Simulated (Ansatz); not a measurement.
Si$_{3}$Ge:
```xyz
4
Lattice="3.8862 0.0000 0.0000 0.0000 3.8862 0.0000 0.0000 0.0000 5.4887" Properties=species:S:1:pos:R:3 pbc="T T T"
Si     1.9431     0.0000     4.1432
Si     0.0000     0.0000     0.0000
Si     0.0000     1.9431     1.3454
Ge     1.9431     1.9431     2.7443
```

Relaxed with r²SCAN. Special points in fractions of this cell's reciprocal vectors: Γ (0.000, 0.000, 0.000); X (0.000, 0.500, 0.000); M (0.500, 0.500, 0.000); Z (0.000, 0.000, 0.500); R (0.000, 0.500, 0.500); A (0.500, 0.500, 0.500).

Problem. List the band energies nearest the valence-band maximum at these points for the program Ansatz at the r²SCAN level (PAW).

Solution. In eV from the valence-band maximum; about four levels below and three above (degenerate sets whole), none deeper than 8.9 eV; points with the same levels are listed once.

```csv
k,below,above
Γ,-3.09 -3.09 -0.04 0.00 0.00,0.84 1.02 2.72 2.72
X,-3.97 -3.90 -1.60 -1.34,2.44 2.83 4.96
M,-3.12 -3.07 -3.07 -3.02,0.56 1.02 1.02
Z,-2.17 -2.17 -1.92 -1.92,1.10 1.44 3.40
R,-1.51 -1.35 -1.31 -1.18,1.27 1.75 3.45
A,-4.06 -4.05 -4.05 -3.97,4.50 4.71 4.71
```

Space group P-4m2. The start of the workflow was typed in or built on a structure type; neither database checked (COD, Materials Project) lists it. Whether it is the stable phase at ambient conditions was not checked. Symmetry was held in the r²SCAN relaxation; its stability against distortions is not shown here. Spin–orbit coupling is left out wherever it is not named.

Potentials: the later of the program's two PAW sets.
